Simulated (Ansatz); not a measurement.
HfO$_{2}$ in space group P2_1/c (No. 14; Hf on 4e, O on 4e, O on 4e), DFT-PBEsol in the program Ansatz with PAW potentials. The conduction-band minimum lies at Y2, with 1 equivalent valley. Second derivatives d²E/dk² of the lowest band at one valley (eV·Å²), along Cartesian directions:

```csv
direction,d²E/dk²
[100],6.831
[010],8.036
[001],3.161
[110],7.431
[101],7.047
[011],5.597
```

Task: Find the principal effective masses, the density-of-states mass and the conductivity mass.

Result: Off-diagonal terms follow from H_xy = H[110] − (H_xx + H_yy)/2, and m*/mₑ = 7.620 eV·Å² over each eigenvalue: 0.95, 0.98, 3.4. One valley's DOS mass (m₁m₂m₃)^(1/3) = 1.5, conductivity mass 3/(Σ 1/mᵢ) = 1.3 mₑ.

Task: What effective density of states Nc follows at 300 K for parabolic valleys?

Result: Nc = 2.509e19 × 1 × (1.5)^(3/2) ≈ 4.6e19 cm⁻³.

The PBEsol relaxation kept the symmetry of its start. The run is not spin-polarised. Spin–orbit coupling is left out wherever it is not named.

Potentials: the earlier of the program's two PAW sets. The files were generated under PBE; for other functionals the program regenerates the frozen cores, and for LDA and PBEsol the local potential too.

Edges and masses are those of Kohn–Sham bands, whose gap is no quasiparticle gap.
